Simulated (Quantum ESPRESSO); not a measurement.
Quadrupole interaction in SiO₂ (changed cell)

```yaml
crystal:
  lattice:
    - [4.91656, 0.00000, 0.00000]
    - [-2.45828, 4.25787, 0.00000]
    - [0.00000, 0.00000, 5.43163]
  atoms:
    - { symbol: Si, position: [0.00000, 0.46880, 0.33333] }
    - { symbol: Si, position: [0.53120, 0.53120, 0.00000] }
    - { symbol: Si, position: [0.46880, 0.00000, 0.66667] }
    - { symbol: O, position: [0.13849, 0.72652, 0.55319] }
    - { symbol: O, position: [0.27348, 0.41198, 0.21985] }
    - { symbol: O, position: [0.58802, 0.86151, 0.88652] }
    - { symbol: O, position: [0.72652, 0.13849, 0.44681] }
    - { symbol: O, position: [0.41198, 0.27348, 0.78015] }
    - { symbol: O, position: [0.86151, 0.58802, 0.11348] }
```
The cell was made here from a computed Materials Project entry: O4 and its equivalents moved by 0.04 Å along (-0.44, -0.52, 0.73), space group kept. The parent is SiO2 in P3₂21. Stability against distortions was not tested.

Convention: |Vzz| is the largest principal value, η_Q = (Vxx − Vyy)/Vzz, |C_Q| = |eQVzz/h|. Cores are frozen. Against all-electron runs on small test molecules, this scheme's |Vzz| missed by −6 % on Si, −2 to +6 % on O. The structure is static (0 K, no zero-point motion).

Quadrupole moments taken as inputs (sizes, barn, from the tables of PySCF and pymatgen): ¹⁷O 0.0256.

Problem. What do the calculations give at each independent site (field gradients by the PAW reconstruction of the field gradient on a scalar-relativistic PBE ground state (a modified build of Quantum ESPRESSO, JTH datasets), 22.5 Ha, k-mesh 5×5×4 through Γ)?

Solution. 
```csv
site,site symmetry,Vzz (a.u.),η_Q,∣C_Q∣ (MHz)
"Si (atoms 1, 2, 3)",2,0.080,0.25,–
"O (atoms 4, 5, 6, 7, 8, 9)",1,0.941,0.25,5.66 (¹⁷O)
```
